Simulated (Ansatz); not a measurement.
Start of a relaxation of TlB₈:

Space group I4/mmm (No. 139). a = 7.269 Å, b = 7.269 Å, c = 3.402 Å, α = 90.00°, β = 90.00°, γ = 90.00°
```
atom  site  symmetry       x       y       z
  Tl    2a     4/mmm  0.0000  0.0000  0.0000
   B    8h      m.2m  0.8382  0.8382  0.5000
   B    8i      m2m. 0.1707  0.5000  0.5000
```

Level of theory: Ansatz 0.2.0, DFT PBE, scalar-relativistic, plane waves, PAW. Cutoff 420 eV, Gaussian smearing, Γ-centred meshes. Cell and atoms relax first on a coarse mesh and then on a finer one. In between, the cell is made exact in the group found at 0.06 Å. In metals the finer mesh still leaves noise of several meV/atom or more. The steps can't lower the symmetry of their start. No spin polarisation.

A guess keeps its type if space group and coordination stay and the shape of the cell changes little (axis ratios within about 15 %, angles within 6°); the volume may change.

Problem. Does this structure survive the relaxation?

Solution. It doesn't keep its type. The symmetry stays I4/mmm (No. 139). The volume per atom shrinks by 3.8 %, from 10.0 to 9.6 Å³. The shortest distance goes from 2.35 Å (B–B) to 1.61 Å (B–B). The ratio c/a of the conventional cell changes by a factor of 0.85. Counting neighbours within 15 % of an atom's shortest distance, the start has B 12, Tl 12 and the end B 2/5, Tl 4. In detail, at the end Tl is surrounded by 4 B at 2.39 Å and 4 B at 2.90 Å; B on its first site is surrounded by 2 B at 1.61 Å, 2 B at 2.08 Å and 1 Tl at 2.39 Å; B on its second site has 1 B at 1.78 Å, 4 B at 1.96 Å and 2 B at 2.08 Å.

```cif
data_structure
_symmetry_space_group_name_H-M 'I4/mmm'
_symmetry_Int_Tables_number 139
_cell_length_a 7.5746
_cell_length_b 7.5746
_cell_length_c 3.0123
_cell_angle_alpha 90.000
_cell_angle_beta 90.000
_cell_angle_gamma 90.000
_cell_volume 172.83
loop_
_atom_site_label
_atom_site_type_symbol
_atom_site_symmetry_multiplicity
_atom_site_Wyckoff_symbol
_atom_site_fract_x
_atom_site_fract_y
_atom_site_fract_z
_atom_site_occupancy
Tl1 Tl 2 a 0.00000 0.00000 0.00000 1
B1 B 8 h 0.72345 0.72345 0.50000 1
B2 B 8 i 0.11762 0.50000 0.50000 1
```

The last run used a 14×14×14 mesh for its 9-atom cell and Gaussian smearing of 0.10 eV. Spin–orbit coupling, which can matter for Tl, is left out. The cell is a metal run without spin; a magnetic state may lie lower. A structure relaxed within its symmetry needn't be a true minimum.

In counts of neighbours, a slash parts the counts of unlike sites.
